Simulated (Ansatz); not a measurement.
Ge:
```
Ge
1.0
    4.00224     0.00000     0.00000
   -2.00112     3.46604     0.00000
    0.00000     0.00000    13.14106
Ge
8
Cartesian
  0.00000   0.00000   5.34591
  0.00000   0.00000   7.79516
  0.00000   0.00000  11.91644
  0.00000   0.00000   1.22462
  0.00000   2.31070   4.52206
  2.00112   1.15535   8.61900
  2.00112   1.15535  11.09259
  0.00000   2.31070   2.04847
```

The program Ansatz at the r²SCAN level (PAW) gives a gap of 0.27 eV without spin–orbit coupling, maximum at Γ, minimum on the Γ–A line, 9 % of the way from Γ.

### Question
What happens when spin–orbit coupling is switched on?

### Answer
The gap falls by 0.09 eV, to 0.18 eV; maximum at Γ, minimum on the Γ–A line, 10 % of the way from Γ.

### Question
Give the electron effective mass with spin–orbit coupling.

### Answer
0.071, 0.071, 0.53 mₑ (principal values).

### Question
Give the hole effective mass with spin–orbit coupling.

### Answer
0.024, 0.024, 0.48 mₑ (principal values).

Space group P6_3/mmc. The workflow started from a Materials Project entry (that database holds measured and hypothetical structures alike); the Crystallography Open Database copy checked does not list it. It is not the phase usual at ambient conditions (space group No. 227). Symmetry was held in the r²SCAN relaxation; of distortions, only those at the zone centre were tested.

Potentials: the earlier of the program's two PAW sets.
